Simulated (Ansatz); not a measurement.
A geometry of Si$_{2}$W away from equilibrium: step 4 of the relaxation of a relaxed Si2W cell displaced along its unstable phonon at q = (½, 0, 0) of its primitive reciprocal cell (58i cm⁻¹), largest move 0.15 Å. All values below come from PBE (plane waves to 420 eV, PAW, scalar-relativistic; Ansatz, a program for electronic structure). Γ-centred k-mesh 3×5×12 on the run's cell (coarser than for final values), Fermi–Dirac smearing 0.05 eV. The plane waves were selected for a different cell earlier on the path.

```
Si2W
1.0
   12.48817     0.00000     0.00693
    0.00000     6.17725     0.00000
    0.00152     0.00000     2.71612
W Si
4 8
Direct
  0.00064   0.50000   0.40757
  0.50030   0.50000   0.39240
  0.25175   0.00000   0.60174
  0.74973   0.00000   0.60617
  0.09649   0.80251   0.98694
  0.62716   0.75189   0.01233
  0.37316   0.75080   0.00542
  0.90197   0.79673   0.99137
  0.09649   0.19749   0.98694
  0.62716   0.24811   0.01233
  0.37316   0.24920   0.00542
  0.90197   0.20327   0.99137
```

Question: Give the Cartesian forces on all atoms (eV/Å).

Answer: 
```
atom     Fx     Fy     Fz
----  -----  -----  -----
W1     0.03   0.00   0.18
W2    -0.03   0.00   0.06
W3    -0.42   0.00  -0.09
W4     0.36   0.00  -0.03
Si5    0.83  -0.72  -0.03
Si6    0.01  -0.05  -0.02
Si7    0.03  -0.05   0.03
Si8   -0.83  -0.51  -0.04
Si9    0.83   0.72  -0.03
Si10   0.01   0.05  -0.02
Si11   0.03   0.05   0.03
Si12  -0.83   0.51  -0.04
```

The path ends in Pmm2 (No. 25). No spin polarisation in the result.

The run could not lose the symmetry of its start, so the end can be a saddle point.

The end of the path is a generated cell of Si2W: the first start was made by placing the elements on the sites of a structure type, and the end was not matched to a known phase here, so it may be hypothetical. Known forms of Si2W include space group No. 139.
